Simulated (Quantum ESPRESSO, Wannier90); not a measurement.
## GaS (P6₃/mmc): Wannier90 run

Structure: Materials Project mp-2507, symmetrised, not relaxed again. COD (Crystallography Open Database) has an entry of this formula and space group (matched by these alone). Computed values, not measurements, from LDA: Quantum ESPRESSO (norm-conserving PseudoDojo potentials, cutoff 64 Ry, no spin polarisation, no spin-orbit coupling) on a Γ-centred 4×4×4 mesh, then Wannier90. Density: 12×12×2 mesh, cold smearing 0.01 Ry. The cell is built of weakly bound layers, chains or molecules, whose nearest atoms lie 4.00 Å apart. Database cells relaxed without dispersion often hold them too far apart, which can enlarge gaps and weakens couplings between them; spacing and stacking were not compared with the measured crystal.

On the energy scale of pw.x, whose zero is arbitrary, the valence-band maximum lies at 5.99 eV.

Input w.win:

```
num_bands = 20
num_wann = 20
exclude_bands = 21-68
num_iter = 1000
conv_tol = 1.0e-6
conv_window = 4
write_hr = true
write_u_matrices = true
auto_projections = true
begin unit_cell_cart
ang
    3.5932500943    0.0000000000    0.0000000000
   -1.7966250472    3.1118458638    0.0000000000
    0.0000000000    0.0000000000   16.0146600000
end unit_cell_cart
begin atoms_frac
Ga   0.3333333333 -0.3333333333  0.3264500000
Ga  -0.3333333333  0.3333333333 -0.3264500000
Ga  -0.3333333333  0.3333333333 -0.1735500000
Ga   0.3333333333 -0.3333333333  0.1735500000
S    0.3333333333 -0.3333333333 -0.1068500000
S   -0.3333333333  0.3333333333  0.1068500000
S   -0.3333333333  0.3333333333  0.3931500000
S    0.3333333333 -0.3333333333 -0.3931500000
end atoms_frac
mp_grid = 4 4 4
begin kpoints
0.0000000000 0.0000000000 0.0000000000
0.0000000000 0.0000000000 0.2500000000
0.0000000000 0.0000000000 0.5000000000
... (61 more lines: the 4x4x4 mesh through Gamma)
end kpoints
```

Input of pw2wannier90.x that gives the overlap and projection files (equivalent; here they were cut from one run over all bands):

```
&inputpp
  outdir = './out'
  prefix = 'pwscf'
  seedname = 'w'
  write_amn = .true.
  write_mmn = .true.
  atom_proj = .true.
  atom_proj_exclude = 6 7 8 9 15 16 17 18 24 25 26 27 33 34 35 36 37 38 39 40 41 42 43 44 45 46 47 48 49 50 51 52
/
```

Output w.wout (banner and timings cut):

```
                                    ------
                                    SYSTEM
                                    ------

                              Lattice Vectors (Ang)
                    a_1     3.593250   0.000000   0.000000
                    a_2    -1.796625   3.111846   0.000000
                    a_3     0.000000   0.000000  16.014660

                   Unit Cell Volume:     179.07017  (Ang^3)

                        Reciprocal-Space Vectors (Ang^-1)
                    b_1     1.748608   1.009559  -0.000000
                    b_2     0.000000   2.019118   0.000000
                    b_3     0.000000  -0.000000   0.392340

 *----------------------------------------------------------------------------*
 |   Site       Fractional Coordinate          Cartesian Coordinate (Ang)     |
 +----------------------------------------------------------------------------+
 | ga   1   0.33333  -0.33333   0.32645   |    1.79663  -1.03728   5.22799    |
 | ga   2  -0.33333   0.33333  -0.32645   |   -1.79663   1.03728  -5.22799    |
 | ga   3  -0.33333   0.33333  -0.17355   |   -1.79663   1.03728  -2.77934    |
 | ga   4   0.33333  -0.33333   0.17355   |    1.79663  -1.03728   2.77934    |
 | s    1   0.33333  -0.33333  -0.10685   |    1.79663  -1.03728  -1.71117    |
 | s    2  -0.33333   0.33333   0.10685   |   -1.79663   1.03728   1.71117    |
 | s    3  -0.33333   0.33333   0.39315   |   -1.79663   1.03728   6.29616    |
 | s    4   0.33333  -0.33333  -0.39315   |    1.79663  -1.03728  -6.29616    |
 *----------------------------------------------------------------------------*
                                ------------
                                K-POINT GRID
                                ------------

             Grid size =  4 x  4 x  4      Total points =   64

 *---------------------------------- MAIN ------------------------------------*
 |  Number of Wannier Functions               :                20             |
 |  Number of Objective Wannier Functions     :                20             |
 |  Number of input Bloch states              :                20             |
 |  Output verbosity (1=low, 5=high)          :                 1             |
 |  Timing Level (1=low, 5=high)              :                 1             |
 |  Optimisation (0=memory, 3=speed)          :                 3             |
 |  Length Unit                               :               Ang             |
 |  Post-processing setup (write *.nnkp)      :                 F             |
 |  Using Gamma-only branch of algorithms     :                 F             |
 *----------------------------------------------------------------------------*
 *------------------------------- WANNIERISE ---------------------------------*
 |  Total number of iterations                :              1000             |
 |  Number of CG steps before reset           :                 5             |
 |  Trial step length for line search         :             2.000             |
 |  Convergence tolerence                     :         0.100E-05             |
 |  Convergence window                        :                 4             |
 |  Iterations between writing output         :                 1             |
 |  Iterations between backing up to disk     :               100             |
 |  Write r^2_nm to file                      :                 F             |
 |  Write xyz WF centres to file              :                 F             |
 |  Write on-site energies <0n|H|0n> to file  :                 F             |
 |  Use guiding centre to control phases      :                 F             |
 |  Use phases for initial projections        :                 F             |
 *----------------------------------------------------------------------------*
 *-------------------------------- PLOTTING ----------------------------------*
 |  Plotting Hamiltonian in WF basis          :                 T             |
 *----------------------------------------------------------------------------*

       ... (k-mesh section left out)

 Starting a new Wannier90 calculation ...

 Reading overlaps from w.mmn

 Reading projections from w.amn

 *------------------------------- WANNIERISE ---------------------------------*
 +--------------------------------------------------------------------+<-- CONV
 | Iter  Delta Spread     RMS Gradient      Spread (Ang^2)            |<-- CONV
 +--------------------------------------------------------------------+<-- CONV

 ------------------------------------------------------------------------------
 Initial State
  WF centre and spread    1  (  1.796625, -1.037282,  5.224043 )     0.42030289
  WF centre and spread    2  (  1.796625, -1.058376,  5.266846 )     0.45703856
  WF centre and spread    3  (  1.796625, -1.016005,  5.266846 )     0.45704043
  WF centre and spread    4  (  1.796625, -1.003529,  5.250625 )     0.44758311
  WF centre and spread    5  (  1.796625, -1.070952,  5.250625 )     0.44757958
  WF centre and spread    6  ( -1.796625,  1.037282, -5.224043 )     0.42030289
  WF centre and spread    7  ( -1.796625,  1.058376, -5.266846 )     0.45703856
  WF centre and spread    8  ( -1.796625,  1.016005, -5.266846 )     0.45704043
  WF centre and spread    9  ( -1.796625,  1.003529, -5.250625 )     0.44758312
  WF centre and spread   10  ( -1.796625,  1.070952, -5.250625 )     0.44757958
  WF centre and spread   11  ( -1.796625,  1.037282, -2.783287 )     0.42030289
  WF centre and spread   12  ( -1.796625,  1.058376, -2.740484 )     0.45703856
  WF centre and spread   13  ( -1.796625,  1.016005, -2.740484 )     0.45704043
  WF centre and spread   14  ( -1.796625,  1.003529, -2.756705 )     0.44758311
  WF centre and spread   15  ( -1.796625,  1.070952, -2.756705 )     0.44757958
  WF centre and spread   16  (  1.796625, -1.037282,  2.783287 )     0.42030289
  WF centre and spread   17  (  1.796625, -1.058376,  2.740484 )     0.45703856
  WF centre and spread   18  (  1.796625, -1.016005,  2.740484 )     0.45704043
  WF centre and spread   19  (  1.796625, -1.003529,  2.756705 )     0.44758311
  WF centre and spread   20  (  1.796625, -1.070952,  2.756705 )     0.44757958
  Sum of centres and spreads (  0.000000, -0.000000, -0.000000 )     8.91817828

      0     0.892E+01     0.0000000000        8.9181782799  <-- CONV
        O_D=      0.0091851 O_OD=      0.1769696 O_TOT=      8.9181783 <-- SPRD
 ------------------------------------------------------------------------------
      1    -0.216E-02     0.0480638504        8.9160209106  <-- CONV
        O_D=      0.0091035 O_OD=      0.1748939 O_TOT=      8.9160209 <-- SPRD
      2    -0.292E-03     0.0677864698        8.9157293383  <-- CONV
        O_D=      0.0091032 O_OD=      0.1746027 O_TOT=      8.9157293 <-- SPRD
      3    -0.328E-03     0.0425946101        8.9154011193  <-- CONV
        O_D=      0.0091083 O_OD=      0.1742693 O_TOT=      8.9154011 <-- SPRD
      4    -0.839E-04     0.0334792270        8.9153172345  <-- CONV
        O_D=      0.0091026 O_OD=      0.1741911 O_TOT=      8.9153172 <-- SPRD
      5    -0.720E-04     0.0199663375        8.9152452069  <-- CONV
        O_D=      0.0091005 O_OD=      0.1741212 O_TOT=      8.9152452 <-- SPRD
       ... (lines left out)
     20    -0.613E-06     0.0020665477        8.9150766285  <-- CONV
        O_D=      0.0090881 O_OD=      0.1739650 O_TOT=      8.9150766 <-- SPRD
     21    -0.552E-06     0.0019898466        8.9150760766  <-- CONV
        O_D=      0.0090880 O_OD=      0.1739646 O_TOT=      8.9150761 <-- SPRD
     22    -0.520E-06     0.0019241730        8.9150755565  <-- CONV
        O_D=      0.0090878 O_OD=      0.1739642 O_TOT=      8.9150756 <-- SPRD
             <<<     Delta < 1.000E-06  over  4 iterations     >>>
             <<< Wannierisation convergence criteria satisfied >>>
 Final State
  WF centre and spread    1  (  1.796625, -1.037317,  5.224224 )     0.41982275
  WF centre and spread    2  (  1.796625, -1.058338,  5.266893 )     0.45690116
  WF centre and spread    3  (  1.796625, -1.016028,  5.266894 )     0.45690194
  WF centre and spread    4  (  1.796625, -1.003525,  5.250592 )     0.44757131
  WF centre and spread    5  (  1.796625, -1.070938,  5.250590 )     0.44757173
  WF centre and spread    6  ( -1.796625,  1.037317, -5.224224 )     0.41982275
  WF centre and spread    7  ( -1.796625,  1.058338, -5.266893 )     0.45690116
  WF centre and spread    8  ( -1.796625,  1.016028, -5.266894 )     0.45690194
  WF centre and spread    9  ( -1.796625,  1.003525, -5.250592 )     0.44757131
  WF centre and spread   10  ( -1.796625,  1.070938, -5.250590 )     0.44757173
  WF centre and spread   11  ( -1.796625,  1.037317, -2.783106 )     0.41982275
  WF centre and spread   12  ( -1.796625,  1.058338, -2.740437 )     0.45690116
  WF centre and spread   13  ( -1.796625,  1.016028, -2.740436 )     0.45690194
  WF centre and spread   14  ( -1.796625,  1.003525, -2.756738 )     0.44757131
  WF centre and spread   15  ( -1.796625,  1.070938, -2.756740 )     0.44757173
  WF centre and spread   16  (  1.796625, -1.037317,  2.783106 )     0.41982275
  WF centre and spread   17  (  1.796625, -1.058338,  2.740437 )     0.45690116
  WF centre and spread   18  (  1.796625, -1.016028,  2.740436 )     0.45690194
  WF centre and spread   19  (  1.796625, -1.003525,  2.756738 )     0.44757131
  WF centre and spread   20  (  1.796625, -1.070938,  2.756740 )     0.44757173
  Sum of centres and spreads (  0.000000, -0.000000, -0.000000 )     8.91507556

         Spreads (Ang^2)       Omega I      =     8.732023529
        ================       Omega D      =     0.009087818
                               Omega OD     =     0.173964209
    Final Spread (Ang^2)       Omega Total  =     8.915075556
```
